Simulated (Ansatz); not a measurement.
A relaxed cell of AlCu₅ is given with its symmetry left out. The cell was found from a structure generator's guess, not taken from experiment.

All numbers below come from DFT PBE, scalar-relativistic, plane waves, PAW in Ansatz 0.2.0. Cutoff 420 eV, Γ-centred mesh, Gaussian smearing, no spin polarisation.

```
Al Cu
1.0
     2.63923    0.00000    0.00000
    -1.31961    2.28564    0.00000
     0.00000    0.00000   12.46005
Al Cu
1 5
Direct
  0.33333 0.66667 0.00000
  0.33333 0.66667 0.66550
  0.33333 0.66667 0.33450
  0.66667 0.33333 0.83204
  0.66667 0.33333 0.16796
  0.66667 0.33333 0.50000
```

Formation energies are uncorrected and refer to the elements' standard structures at the same level.

**Question.** Find its symmetry and describe it.

**Answer.** P-6m2 (No. 187), with Al and Cu ordered on hcp sites. Conventional cell: a = 2.639 Å, c = 12.460 Å. Al is surrounded by 6 Cu at 2.59 Å and 6 Al at 2.64 Å; Cu on a site of symmetry 3m is surrounded by 12 Cu at 2.56–2.64 Å; Cu on a second site of symmetry 3m has 9 Cu at 2.57–2.64 Å and 3 Al at 2.59 Å; Cu on a site of symmetry -6m2 has 12 Cu at 2.56–2.64 Å.

**Question.** What is its formation energy per atom?

**Answer.** −0.02 eV/atom. The formation energy is too near zero to say whether this cell lies below the elements.

**Question.** Is it a metal?

**Answer.** Yes, bands cross the Fermi level on the 18×18×4 mesh.

The last run used an 18×18×4 mesh (in the run's order of axes) for its 6-atom cell and Gaussian smearing of 0.10 eV. For metals, differences of a few meV/atom aren't resolved. A structure relaxed within its symmetry needn't be a true minimum. Another cell of AlCu5 relaxed alike, in Pmmm, lies 63 meV/atom lower, so this cell isn't the stable form at this level.
